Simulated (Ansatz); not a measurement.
KSrBr3 (cubic perovskite), relaxed with r2SCAN in Ansatz. It is cubic, Pm-3m (No. 221); a = 5.938 Å in the conventional setting, 41.88 Å³ an atom. K is surrounded by 12 Br at 4.20 Å; Sr is surrounded by 6 Br at 2.97 Å; Br is surrounded by 2 Sr at 2.97 Å and 4 K at 4.20 Å.

The axes x, y and z are those of this cell:
```
K Sr Br
1.0
     5.93805    0.00000    0.00000
     0.00000    5.93805    0.00000
     0.00000    0.00000    5.93805
K Sr Br
1 1 3
Direct
  0.00000 0.00000 0.00000
  0.50000 0.50000 0.50000
  0.50000 0.50000 0.00000
  0.50000 0.00000 0.50000
  0.00000 0.50000 0.50000
```

Unstrained: PBE gives an indirect gap of 3.750 eV, from R to Γ; the least direct gap is 3.999 eV at Γ. With r2SCAN the valence top lies at R and the conduction bottom at Γ, 4.436 eV higher; the smallest vertical gap, at Γ, is 4.690 eV. With HSE06 the valence top lies at R and the conduction bottom at Γ, 4.863 eV higher; the smallest vertical gap, at Γ, is 5.125 eV. Meshes: PBE 4×4×4, r2SCAN 4×4×4, HSE06 4×4×4. Strains are changes of length per length. After each strain the atoms were relaxed again with r2SCAN within the symmetry that the strain leaves, so tilts or polar shifts that break it weren't tested; points keep the names that they have in the unstrained zone. All values are calculated for a non-magnetic cell, which may be hypothetical.

(1) Apply isotropic +2.5 % on every length. How far does the gap move, against the unstrained cell?

(2) One strain changed the r2SCAN stress by xx +0.13, yy +0.13, zz +1.34 GPa (compression positive) and the gap by +0.024 eV (PBE), +0.020 eV (r2SCAN), +0.025 eV (HSE06). Which kind of strain was it, and roughly how large?

(3) Apply uniaxial +1.0 % along x, other directions held. How far does the gap move, against the unstrained cell?

(4) One strain changed the r2SCAN stress by xx +0.60, yy +0.60, zz +0.60 GPa (compression positive) and the gap by +0.040 eV (PBE), +0.037 eV (r2SCAN), +0.042 eV (HSE06). Which kind of strain was it, and roughly how large?

## Answers

(1) PBE: the gap goes from 3.750 to 3.649 eV (-0.101 eV). r2SCAN: the gap goes from 4.436 to 4.344 eV (-0.092 eV). HSE06: the gap goes from 4.863 to 4.759 eV (-0.104 eV). The r2SCAN energy rises by 12.3 meV an atom.

(2) Uniaxial -2.5 % along z, other directions held. The pattern of the stress gives the kind; the size needs the stiffness, so it is an estimate.

(3) PBE: the gap goes from 3.750 to 3.730 eV (-0.020 eV). r2SCAN: the gap goes from 4.436 to 4.416 eV (-0.020 eV). HSE06: the gap goes from 4.863 to 4.842 eV (-0.021 eV). The r2SCAN energy rises by 0.6 meV an atom.

(4) Isotropic -1.0 % on every length. The pattern of the stress gives the kind; the size needs the stiffness, so it is an estimate.

Spin-orbit coupling is left out.

The meshes of the hybrids are coarse, so their gaps aren't converged to the digits shown.
